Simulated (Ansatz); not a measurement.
CrO$_{2}$:
```yaml
crystal:
  lattice:
    - [4.40412, 0.00000, 0.00000]
    - [0.00000, 4.40412, 0.00000]
    - [0.00000, 0.00000, 2.91163]
  atoms:
    - { symbol: Cr, position: [0.00000, 0.00000, 0.00000], spin: 2.2 }
    - { symbol: Cr, position: [0.50000, 0.50000, 0.50000], spin: 2.2 }
    - { symbol: O, position: [0.30281, 0.30281, 0.00000], spin: -0.1 }
    - { symbol: O, position: [0.19719, 0.80281, 0.50000], spin: -0.1 }
    - { symbol: O, position: [0.69719, 0.69719, 0.00000], spin: -0.1 }
    - { symbol: O, position: [0.80281, 0.19719, 0.50000], spin: -0.1 }
```

Relaxed with r²SCAN.

Question: Map the spin density (μB/Å³) on the plane through (0.000, 0.000, 0.000) spanned by u = [0, 0, 1] and v = [1, 1, 0] in lattice vectors, from the program Ansatz at the r²SCAN level (PAW).

Answer: x is the fraction of u, y of v (the angle between them is 90°; rows are the nearest grid lines); atoms in the plane: Cr at (0.00, 0.00), Cr at (0.50, 0.50), O at (0.00, 0.30), O at (0.00, 0.70).
```
|@%+-.       .-+%@|
|#*=-.       .-=*#|
|....         ....|
|                 |
|                 |
|                 |
|                 |
|                 |
|        .        |
|       .:.       |
|      .:-:.      |
|    .-+#@#+-.    |
|    .-+#@#+-.    |
|      .:-:.      |
|       .:.       |
|        .        |
|                 |
|                 |
|                 |
|                 |
|                 |
|....         ....|
|#*=-.       .-=*#|
|@%+-.       .-+%@|
```
Scale: ten equal steps from -0.188 (start of ' ') to 3.75 (end of '@'), in the order ' .:-=+*#%@'; x runs from 0.000 to 1.00, y from 0.000 (bottom) to 1.00 (top).

The density is the valence pseudo-density with augmentation charge, so density and ELF within about 1 Å of a nucleus are not all-electron values.

Space group P4_2/mnm (rutile). The r²SCAN relaxation kept the symmetry of its start. The final state is ferromagnetic, chosen from 5 collinear starts compared on coarse meshes (ties went to the first, and starts can fall back to one state), not a proven ground state. Textbook magnetic order: ferromagnetic. Other orbital occupations within this spin state were not tried. No Hubbard U is applied. For itinerant 3d metals, meta-GGAs of the SCAN family and hybrids are commonly reported to give too large moments.

Potentials: the later of the program's two PAW sets.
